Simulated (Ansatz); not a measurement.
# TiRh (P4/mmm), two-dimensional strain map

All numbers below come from DFT r2SCAN, scalar-relativistic, plane waves, PAW (Ansatz 0.2.0). Settings: plane waves to 500 eV, k-mesh 16×16×14 (Γ-centred), Gaussian smearing 0.15 eV. No spin polarisation. Energies are free energies at this smearing, counted from the undisturbed cell; pressure is positive in compression.

The undisturbed cell (as given, not relaxed at this level; it stands at -3.1 GPa, and it needn't be the usual structure):

```xyz
2
Lattice="2.9880 0.0000 0.0000 0.0000 2.9880 0.0000 0.0000 0.0000 3.3500" Properties=species:S:1:pos:R:3 pbc="T T T"
Ti    1.4940    1.4940    1.6750
Rh    0.0000    0.0000    0.0000
```

The cell is strained by p along both x and y and by q along z, fractional coordinates fixed. Points are written (p, q).

Energy above the undisturbed cell in meV/atom (a dash: not computed):

```csv
p \ q,-0.050,-0.025,0.000,0.025,0.050
-0.050,198.5,125.5,74.2,42.9,30.4
-0.025,78.3,33.8,8.0,–,6.1
0.000,21.1,3.0,0.0,11.2,35.7
0.025,14.5,–,38.7,–,108.2
0.050,47.8,77.0,114.1,160.2,214.5
```

Pressure in GPa:

| p \ q | -0.050 | -0.025 | 0.000 | 0.025 | 0.050 |
| --- | --- | --- | --- | --- | --- |
| -0.050 | 38.2 | 29.3 | 21.5 | 14.6 | 8.5 |
| -0.025 | 21.5 | 14.1 | 7.7 | – | -2.8 |
| 0.000 | 8.2 | 2.2 | -3.1 | -7.6 | -11.6 |
| 0.025 | -2.3 | – | -11.4 | – | -18.2 |
| 0.050 | -10.6 | -14.4 | -17.8 | -20.7 | -23.1 |